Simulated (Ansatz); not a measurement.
GaP:
```cif
data_Ga6P6
_chemical_formula_sum 'Ga6 P6'
_space_group_name_H-M_alt 'R-3m :H'
_space_group_IT_number 166
_space_group_name_Hall '-R 3 2"'
_cell_length_a 3.82985
_cell_length_b 3.82985
_cell_length_c 19.07142
_cell_angle_alpha 90.000
_cell_angle_beta 90.000
_cell_angle_gamma 120.000
loop_
_atom_site_label
_atom_site_type_symbol
_atom_site_symmetry_multiplicity
_atom_site_Wyckoff_symbol
_atom_site_fract_x
_atom_site_fract_y
_atom_site_fract_z
_atom_site_occupancy
Ga1 Ga 6 c 0.00000 0.00000 0.43579 1
P1 P 6 c 0.00000 0.00000 0.05781 1
```
(The calculation used a cell of 4 atoms; values per cell refer to that cell.)

Relaxed with PBEsol. The program Ansatz at the PBEsol level (PAW) gives a gap of 0.68 eV.

### Question
What gap does HSE06 give on the same cell (Ansatz, PAW)?

### Answer
1.41 eV, 0.72 eV more. The hybrid was solved on a coarser mesh and at special points; the gap given is the minimum over both.

| k | v1 PBEsol | c1 PBEsol | v1 HSE06 | c1 HSE06 |
|---|---|---|---|---|
| Γ | 0.00 | 1.15 | 0.00 | 2.04 |
| T | -0.27 | 1.18 | (withheld) | (withheld) |
| L | -1.86 | 1.53 | (withheld) | (withheld) |
| F | -0.58 | 0.68 | -0.54 | 1.41 |
| S0 | -1.30 | 1.54 | (withheld) | (withheld) |
| H0 | -1.25 | 1.66 | (withheld) | (withheld) |

### Question
Top valence (v1) and lowest conduction level (c1) in eV from each method's valence maximum (which need not be a listed point): supply the withheld HSE06 values.

### Answer

- S0, v1 HSE06: -1.29
- S0, c1 HSE06: 2.33
- H0, v1 HSE06: -1.23
- H0, c1 HSE06: 2.44
- T, v1 HSE06: -0.28
- T, c1 HSE06: 2.07
- L, v1 HSE06: -1.98
- L, c1 HSE06: 2.35

Cost on shared cores: the PBEsol run (SCF on a 9×9×9 mesh, then bands and DOS) very roughly 50 core-seconds, the HSE06 run (SCF on 6×6×6, then a few points) roughly 9 core-minutes; the tasks are unlike.

The first step of the workflow began from a Materials Project structure, measured or hypothetical; the Crystallography Open Database copy checked does not list it. It is not the phase usual at ambient conditions (space group No. 216). Symmetry was held in the PBEsol relaxation; its stability against distortions is not shown here. Spin–orbit coupling is left out wherever it is not named.

Potentials: the later of the program's two PAW sets.
